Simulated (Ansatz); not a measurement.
# Structure relaxation, TaN

The start is a generated cell, TaN placed in the AFLOW prototype AB_hP6_154_a_b (B9, as in HgS). A full variable-cell relaxation at zero pressure is run with PBE (plane waves to 420 eV, PAW, scalar-relativistic; Ansatz, a program for electronic structure). First-step values are on the input's coarse k-mesh.

Ansatz input (later rounds restart from its end on a renewed k-mesh):
Ansatz 0.2 input:
```yaml
crystal:
  lattice:
    - [3.3272085, 0, 0]
    - [-1.6636043, 2.8814471, 0]
    - [0, 0, 7.6224782]
  atoms:
    - { symbol: N, position: [0.7198, 0, 0.66666667] }
    - { symbol: N, position: [0, 0.7198, 0.33333333] }
    - { symbol: N, position: [0.2802, 0.2802, 0] }
    - { symbol: Ta, position: [0.4889, 0, 0.16666667] }
    - { symbol: Ta, position: [0, 0.4889, 0.83333333] }
    - { symbol: Ta, position: [0.5111, 0.5111, 0.5] }
basis: { ecutwfc: 420, ecutrho_ratio: 4, xc_grid: 2, fft_grid_basis: typed }
kpoints: { mp_grid: { grid: [8, 8, 3] } }
hamiltonian:
  xc: pbe
  dispersion: none
  pseudopotentials: { azcp: { folder: ./paw }, kind: paw }
scf: { occupations: { method: fermi_dirac, width: 0.05 } }
relax: { f_tol: 0.01, max_steps: 100, cell: { stress_tol: 0.02 } }
output: { forces: true, stress: true }
```

Task: What pressure does the first self-consistent step give?

Result: +14 GPa (positive: the cell is compressed).

Task: Does the structure survive the relaxation? Give the final space group.

Result: The space group goes from P3₂21 (No. 154) to Fm-3m (No. 225); the end is rock salt type, with 2 atoms in the primitive cell.

Task: By how much does the energy per atom fall from start to end?

Result: About 0.55 eV/atom.

Task: How does the volume change?

Result: -11.6 %, from 12.18 to 10.77 Å³/atom.

Task: How do the shortest distances between atoms change?

Result: The closest pairs of elements (up to four, under 3.6 Å), start → end: N–Ta 1.90 → 2.21 Å; N–N 3.01 → 3.12 Å; Ta–Ta 3.04 → 3.12 Å.

Task: What does it relax into? Give the structure.

Result: 
Space group Fm-3m (No. 225); a = b = c = 4.416 Å, α = β = γ = 90.00°

```
atom  site  symmetry       x       y       z
----  ----  --------  ------  ------  ------
N       4a      m-3m  0.0000  0.0000  0.0000
Ta      4b      m-3m  0.5000  0.5000  0.5000
```
(The calculation used a cell of 2 atoms; values per cell refer to that cell.)

Final values are on a 18×18×18 k-mesh of the relaxed cell. No spin polarisation in the result.

The run could not lose the symmetry of its start.
